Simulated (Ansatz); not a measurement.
Relaxed-ion elastic tensor of AlP in space group P6_3/mmc (No. 194; Al on 2c, P on 2d) in GPa (Voigt order), LDA (plane waves, PAW; program Ansatz); density 2.53 g/cm³, 19.05 Å³ per atom.

```
      1     2     3     4     5     6
-  ----  ----  ----  ----  ----  ----
1   142   118  42.2   0.0   0.0   0.0
2   118   142  42.2   0.0   0.0   0.0
3  42.2  42.2   119   0.0   0.0   0.0
4   0.0   0.0   0.0  31.2   0.0   0.0
5   0.0   0.0   0.0   0.0  31.2   0.0
6   0.0   0.0   0.0   0.0   0.0  11.9
```

Is the crystal mechanically stable?

Yes: the smallest eigenvalue of C is 11.9 GPa.

Work out the Voigt, Reuss and Hill averages.

K_V = 89.9, K_R = 83.2, K_H = 86.6; G_V = 28.2, G_R = 19.8, G_H = 24.0 GPa.

Give Young's modulus, Poisson's ratio, Pugh's ratio and the universal anisotropy index.

E = 9KG/(3K + G) = 65.9 GPa; ν = 0.37; K/G = 3.60 (ductile by the Pugh limit of 1.75); A_U = 5G_V/G_R + K_V/K_R − 6 = 2.20.

Estimate the sound speeds and the Debye temperature.

v_l = √((K + 4G/3)/ρ) = 6850 m/s, v_t = √(G/ρ) = 3080 m/s, mean 3480 m/s; Θ = (h/k)(3n/4πV)^(1/3) v_m = 388 K.

Solve the Christoffel equation for the three sound speeds along x, y, z.

Eigenvalues of C_ijkl n_j n_l equal ρv². In km/s, slowest first: x 2.17, 3.51, 7.50; y 2.17, 3.51, 7.50; z 3.51, 3.51, 6.87.

How much does each axis shrink under pressure?

Linear compressibilities β_i = Σ_j S_ij (j = 1 to 3): x 2.8, y 2.8, z 6.4 per TPa.

The cell is a constructed one: a structure type filled with these elements; neither database checked (COD, Materials Project) lists it. It is not the phase usual at ambient conditions (space group No. 216). The LDA relaxation kept the symmetry of its start. At this level the phase is dynamically unstable (imaginary phonons). A crystal of weakly bound layers computed without a dispersion correction: the cell and the soft elastic constants depend strongly on that. As this level gives no gap, shear constants depend on the k-mesh and smearing (Fermi–Dirac, 0.1 eV here).

Potentials: the later of the program's two PAW sets.
